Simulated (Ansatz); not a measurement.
BAs (wurtzite, space group No. 186), DFT-r²SCAN in the program Ansatz with PAW potentials. The conduction-band minimum lies at M, with 3 equivalent valleys. Second derivatives d²E/dk² of the lowest band at one valley (eV·Å²), along Cartesian directions:

| direction | d²E/dk² |
|---|---|
| [100] | 62.95 |
| [010] | 5.396 |
| [001] | 6.482 |
| [110] | 34.19 |
| [101] | 34.73 |
| [011] | 5.937 |

Q: Find the principal effective masses, the density-of-states mass and the conductivity mass.

A: Off-diagonal terms follow from H_xy = H[110] − (H_xx + H_yy)/2, and m*/mₑ = 7.620 eV·Å² over each eigenvalue: 0.12, 1.2, 1.4. One valley's DOS mass (m₁m₂m₃)^(1/3) = 0.59, conductivity mass 3/(Σ 1/mᵢ) = 0.31 mₑ.

Q: What effective density of states Nc follows at 300 K for parabolic valleys?

A: Nc = 2.509e19 × 3 × (0.59)^(3/2) ≈ 3.4e19 cm⁻³.

Space group P6_3mc (wurtzite). The cell is a constructed one: a structure type filled with these elements; the Crystallography Open Database copy checked does not list it. It is not the phase usual at ambient conditions (space group No. 216). Symmetry was held in the r²SCAN relaxation; whether a distortion lowers the energy is not shown. Scalar-relativistic: spin–orbit coupling is off unless named, which matters more the heavier the elements.

Potentials: the later of the program's two PAW sets.

Edges and masses are those of Kohn–Sham bands, whose gap is no quasiparticle gap.
